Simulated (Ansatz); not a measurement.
CaAl2Si6O16: do the settings matter for the field gradients?

Cell: a Materials Project structure (computed, not necessarily an observed phase), atoms as given.

```
Ca Al Si O
1.0
     4.98720    0.00000    0.00000
     0.25956    8.58222    0.00000
     0.11702    0.11266    8.80612
Ca Al Si O
1 2 6 16
Direct
  0.83211 0.96125 0.50790
  0.60810 0.67025 0.68413
  0.85197 0.82599 0.18487
  0.89904 0.19657 0.17589
  0.59544 0.30383 0.66393
  0.41434 0.33213 0.33609
  0.09940 0.16476 0.82780
  0.36403 0.69854 0.35729
  0.11418 0.80947 0.84281
  0.98563 0.80295 0.00879
  0.50168 0.76714 0.51158
  0.33542 0.28260 0.77689
  0.15735 0.23684 0.28000
  0.22415 0.98964 0.80722
  0.32569 0.50857 0.37907
  0.79837 0.02776 0.23449
  0.70392 0.47542 0.66053
  0.84391 0.17628 0.70687
  0.65619 0.32527 0.20911
  0.51976 0.23729 0.49262
  0.98384 0.20515 0.99636
  0.06619 0.78288 0.34323
  0.35876 0.68716 0.82000
  0.55215 0.73326 0.21268
  0.88337 0.79185 0.71174
```

Sites (sets of like atoms) are named by element and the number of their first atom in this list.

Reference run. The numbers come from a DFT calculation in Ansatz (PBE, plane waves and PAW, scalar-relativistic, 420 eV cutoff, Γ-centred 5×3×3 k-points, Fermi–Dirac smearing 0.02 eV).

(1) The input is changed as follows: `hamiltonian.xc`: pbe → pbesol; `scf.n_extra_bands`: not typed → 4. What happens to V_zz (10²¹ V/m²) and η?

Results:

(1) 

| site | atom | V_zz reference | η reference | V_zz changed | η changed |
| --- | --- | --- | --- | --- | --- |
| Ca | 1 | 4.15 | 0.54 | 3.99 | 0.56 |
| Al2 | 2 | 2.05 | 0.52 | 2.06 | 0.51 |
| Al3 | 3 | 2.56 | 0.81 | 2.57 | 0.81 |
| Si4 | 4 | 1.22 | 0.76 | 1.20 | 0.76 |
| Si6 | 6 | 1.46 | 0.67 | 1.46 | 0.66 |
| O13 | 13 | 10.03 | 0.17 | 9.87 | 0.17 |
| O15 | 15 | 9.92 | 0.09 | 9.76 | 0.09 |
| O16 | 16 | 6.60 | 0.64 | 6.46 | 0.66 |
| O18 | 18 | 8.43 | 0.60 | 8.26 | 0.61 |
| O19 | 19 | 9.32 | 0.28 | 9.20 | 0.28 |
| O21 | 21 | 10.81 | 0.07 | 10.65 | 0.08 |
| O25 | 25 | 5.89 | 0.69 | 5.75 | 0.70 |

The largest change of V_zz is on O18, from 8.43 to 8.26. In per cent, |V_zz| changes by -4 on Ca, 0 on Al, -1 to 0 on Si, -2 to -1 on O (all sites that start above 0.5). The table leaves out 13 of the 25 sites, with |V_zz| up to 10.12; their tensors move by 0.16 at most along any direction. The statements above cover all sites. SCF iterations: 7 and 8.
